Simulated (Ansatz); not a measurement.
Starting cell, TiB₂ (AlB2 type, space group P6/mmm):

```
CELL_PARAMETERS angstrom
      3.03199     0.00000     0.00000
     -1.51599     2.62578     0.00000
      0.00000     0.00000     3.22437
ATOMIC_POSITIONS crystal
  Ti 0.00000 0.00000 0.00000
  B  0.33333 0.66667 0.50000
  B  0.66667 0.33333 0.50000
```

Scan: atom 1 (Ti, nearest neighbour B at 2.380 Å; its periodic images, 3.0 Å or more away, move with it) is displaced towards the nearest neighbour, direction (0.637, 0.368, -0.677) in Cartesian axes, by s. The other atoms stay.

The numbers are results of PBE (plane waves to 420 eV, PAW, scalar-relativistic; Ansatz, a first-principles code), not measurements. k mesh 14×14×12 (Γ-centred), Fermi-Dirac smearing 0.05 eV. Energies are smeared free energies. With partly filled bands, energies and forces of such displacements shift with the k mesh and the smearing. F∥ is the force on the atom along that direction. F⊥ is the part of the force across the line. TiB2 is run without spin polarisation. TiB2 was relaxed with its symmetry unable to fall. ΔE is measured from the undisplaced structure.

```tsv
s (Å)	F∥ (eV/Å)	|F⊥| (eV/Å)	ΔE (meV/cell)
-0.240	3.649	…	424
-0.192	2.851	…	269
-0.144	2.102	0.030	150
-0.096	1.386	…	66
-0.048	0.689	0.003	17
0.000	0.000	0.000	0
0.048	-0.689	0.003	17
0.096	-1.386	…	66
0.144	-2.102	0.030	150
0.192	-2.851	…	269
0.240	-3.649	…	424
```

Some entries are withheld; supply them.


- -0.240, |F⊥| (eV/Å): 0.110
- -0.192, |F⊥| (eV/Å): 0.062
- -0.096, |F⊥| (eV/Å): 0.011
- 0.096, |F⊥| (eV/Å): 0.011
- 0.192, |F⊥| (eV/Å): 0.062
- 0.240, |F⊥| (eV/Å): 0.110

(For displaced atoms, the force is minus the slope of the energy, and its curvature is a force constant, which sets phonon frequencies.)
